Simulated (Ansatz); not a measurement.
Each is relaxed and computed with DFT-PBEsol in the program Ansatz with PAW potentials. Which is the only one with a gap?
(A) SrCu2Si2, I4/mmm (Cu on 4d, Si on 4e, Sr on 2a)
(B) MnCuAs, P4/nmm (Mn on 2c, Cu on 2b, As on 2c)
(C) Cu3Ge, Pmmn (Cu on 2b, Cu on 4e, Ge on 2a)
(D) CuI, P6_422 (Cu on 3c, I on 3d)

D, CuI, P6_422 (Cu on 3c, I on 3d). CuI: gap 0.65 eV (indirect); MnCuAs: metal; SrCu2Si2: metal; Cu3Ge: metal. Spin orders computed, not proven ground states: MnCuAs, P4/nmm (Mn on 2c, Cu on 2b, As on 2c) antiferromagnetic. Typed or built starts, not in the databases checked: CuI, P6_422 (Cu on 3c, I on 3d). Not the usual ambient phase: CuI, P6_422 (Cu on 3c, I on 3d). Standing as an ambient phase not checked: MnCuAs, P4/nmm (Mn on 2c, Cu on 2b, As on 2c); SrCu2Si2, I4/mmm (Cu on 4d, Si on 4e, Sr on 2a); Cu3Ge, Pmmn (Cu on 2b, Cu on 4e, Ge on 2a). Began spin-polarised and lost the moments: CuI, P6_422 (Cu on 3c, I on 3d). All cells were relaxed under the symmetry of their starts (and spin orders); stability against distortions was not tested throughout. Cells of antiferromagnets are given as chemical subcells. Rows with no word on spin ran without spin polarisation. Spin–orbit coupling is left out wherever it is not named.

Potentials: the later of the program's two PAW sets.
